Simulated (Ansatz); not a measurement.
Starting cell, SiO₂ (rutile):

```yaml
crystal:
  lattice:
    - [8.36951, 0.00000, 0.00000]
    - [0.00000, 4.18475, 0.00000]
    - [0.00000, 0.00000, 2.66845]
  atoms:
    - { symbol: Si, position: [0.25000, 0.50000, 0.50000] }
    - { symbol: Si, position: [0.75000, 0.50000, 0.50000] }
    - { symbol: Si, position: [0.00000, 0.00000, 0.00000] }
    - { symbol: Si, position: [0.50000, 0.00000, 0.00000] }
    - { symbol: O, position: [0.40305, 0.80610, 0.50000] }
    - { symbol: O, position: [0.90305, 0.80610, 0.50000] }
    - { symbol: O, position: [0.15305, 0.69390, 0.00000] }
    - { symbol: O, position: [0.65305, 0.69390, 0.00000] }
    - { symbol: O, position: [0.34695, 0.30610, 0.00000] }
    - { symbol: O, position: [0.84695, 0.30610, 0.00000] }
    - { symbol: O, position: [0.09695, 0.19390, 0.50000] }
    - { symbol: O, position: [0.59695, 0.19390, 0.50000] }
```

The atoms are displaced by Q × the pattern below (from a DFPT mode at X = (0.5, 0.0, 0.0), largest move 1; Q in Å), at fixed cell. It is one choice among 2 degenerate patterns. (q is in reciprocal vectors of the primitive cell; the cell shown is doubled to hold the pattern.)

| atom | x | y | z |
|---|---|---|---|
| Si1 | 0.000 | 0.000 | -0.423 |
| Si2 | 0.000 | 0.000 | 0.423 |
| Si3 | 0.000 | 0.000 | 0.160 |
| Si4 | 0.000 | 0.000 | -0.160 |
| O5 | 0.000 | 0.000 | 1.000 |
| O6 | 0.000 | 0.000 | -1.000 |
| O7 | 0.000 | 0.000 | -0.270 |
| O8 | 0.000 | 0.000 | 0.270 |
| O9 | 0.000 | 0.000 | 0.458 |
| O10 | 0.000 | 0.000 | -0.458 |
| O11 | 0.000 | 0.000 | 0.929 |
| O12 | 0.000 | 0.000 | -0.929 |

All values below come from r2SCAN (plane waves to 500 eV, PAW, scalar-relativistic; Ansatz, a program for electronic structure). k mesh 4×8×12 (Γ-centred), Fermi-Dirac smearing 0.05 eV. The energy includes the smearing's −TS. Compression counts positive. SiO2 was relaxed with its symmetry unable to fall. The PAW data are Ansatz's earlier set. ΔE is measured from the undisplaced structure.

**Question.** What ΔE (meV/cell) and P (GPa) does the calculation give at Q (Å) = -0.150, -0.120, 0.060, 0.120, 0.150?

**Answer.** 
```json
[
 {"Q (Å)": "-0.150", "ΔE (meV/cell)": "1174", "P (GPa)": "4.88"},
 {"Q (Å)": "-0.120", "ΔE (meV/cell)": "751", "P (GPa)": "3.11"},
 {"Q (Å)": "0.060", "ΔE (meV/cell)": "188", "P (GPa)": "0.77"},
 {"Q (Å)": "0.120", "ΔE (meV/cell)": "751", "P (GPa)": "3.11"},
 {"Q (Å)": "0.150", "ΔE (meV/cell)": "1174", "P (GPa)": "4.88"}
]
```

(A displaced cell: forces are minus the slopes of the energy, force constants its curvatures, and phonons follow from these.)
